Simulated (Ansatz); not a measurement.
One crystal and one scan (energy over volume and axial ratio) at two levels, PBE (plane waves to 420 eV, PAW, scalar-relativistic; Ansatz, a first-principles code) and PBEsol (plane waves to 420 eV, PAW, scalar-relativistic; Ansatz), each from its own relaxed cell and on its own mesh. The cell shown is that of PBE.

CrO$_{2}$ (rutile)

```xyz
6
Lattice="4.4446 0.0000 0.0000 0.0000 4.4446 0.0000 0.0000 0.0000 2.9209" Properties=species:S:1:pos:R:3 pbc="T T T"
Cr     0.0000     0.0000     0.0000
Cr     2.2223     2.2223     1.4604
O      1.3493     1.3493     0.0000
O      3.5715     0.8730     1.4604
O      0.8730     3.5715     1.4604
O      3.0953     3.0953     0.0000
```

Two coordinates are scanned: the volume, and the ratio of the stretch along z (the conventional c axis) to the stretch across it. Atoms keep their fractional coordinates.

E stands for the smeared free energy. CrO2 is run spin-polarised and with no Hubbard U. CrO2 was relaxed with its symmetry unable to fall. Relaxed CrO2 ends ferromagnetic. The magnetic order is the one the run started from; other orders were not tried. (PBE) Relaxed CrO2 ends ferromagnetic. (PBEsol) Relaxed CrO2 ends ferromagnetic. As the atoms are clamped, bonds stretch with the cell, which overstates energies and stresses. With partly filled bands, the response to shear is sensitive to the k mesh, so small differences along c/a are uncertain. Percentages come from the unrounded values. Both scans cover V/V₀ from 0.920 to 1.080 and (c/a)/(c/a)₀ from 0.920 to 1.080.

```tsv
quantity	PBE	PBEsol	PBE − PBEsol
Lattice constant a (Å)	4.445	4.392	+0.053 (+1.2 %)
Lattice constant c (Å)	2.921	2.888	+0.033 (+1.2 %)
Relaxed volume (Å³/atom)	9.62	9.29	+0.33 (+3.6 %)
Magnetic moment of the relaxed cell (μB/cell)	4.00	4.00	0.00
Modulus against c/a change at fixed volume, (3/4V)·∂²E/∂(ln c/a)² (fit, atoms clamped) (GPa)	131	141	-10 (-7 %)
```

PBE gives the higher value for: lattice constant a; lattice constant c; relaxed volume. PBE gives the lower value for: modulus against c/a change at fixed volume. They agree on: magnetic moment of the relaxed cell (within 1.5 %).

(A scan under strain: stresses follow from slopes of the energy per volume, elastic moduli from its curvatures.)
